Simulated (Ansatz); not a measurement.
## Compressing ZnSe2

The calculation used DFT PBEsol, scalar-relativistic, plane waves, PAW (Ansatz). Run with 420 eV cutoff, 4×4×4 k-mesh, Gaussian smearing of 0.02 eV, no spin polarisation.

Starting point, cell and atoms relaxed:

```
CELL_PARAMETERS angstrom
6.23922 0.00000 0.00000
0.00000 6.23922 0.00000
0.00000 0.00000 6.23922
ATOMIC_POSITIONS crystal
Zn 0.50000 0.50000 0.00000
Zn 0.50000 0.00000 0.50000
Zn 0.00000 0.50000 0.50000
Zn 0.00000 0.00000 0.00000
Se 0.10996 0.89004 0.39004
Se 0.89004 0.39004 0.10996
Se 0.39004 0.10996 0.89004
Se 0.60996 0.60996 0.60996
Se 0.89004 0.10996 0.60996
Se 0.10996 0.60996 0.89004
Se 0.60996 0.89004 0.10996
Se 0.39004 0.39004 0.39004
```

Cell and atoms are relaxed at each pressure within the symmetry of the start, at zero temperature, so transitions that lower the symmetry aren't seen. The k-mesh given is that at zero pressure and may differ at others. a, b and c are the lengths of the cell vectors above. ΔH is E + PV over the energy at zero pressure. Gaps are Kohn–Sham gaps over the whole zone.

```tsv
P (GPa)	V (Å³/atom)	V/V0	a (Å)	b (Å)	c (Å)	ΔH (eV/atom)	gap (eV)
-2	20.89	1.032	6.305	6.305	6.305	-0.257	0.67
0	20.24	1.000	6.239	6.239	6.239	0.000	0.68
2	19.69	0.973	6.183	6.183	6.183	0.249	0.68
5	19.00	0.939	6.110	6.110	6.110	0.611	0.58
10	18.10	0.894	6.011	6.011	6.011	1.190	0.37
20	16.78	0.829	5.861	5.861	5.861	2.275	metal
```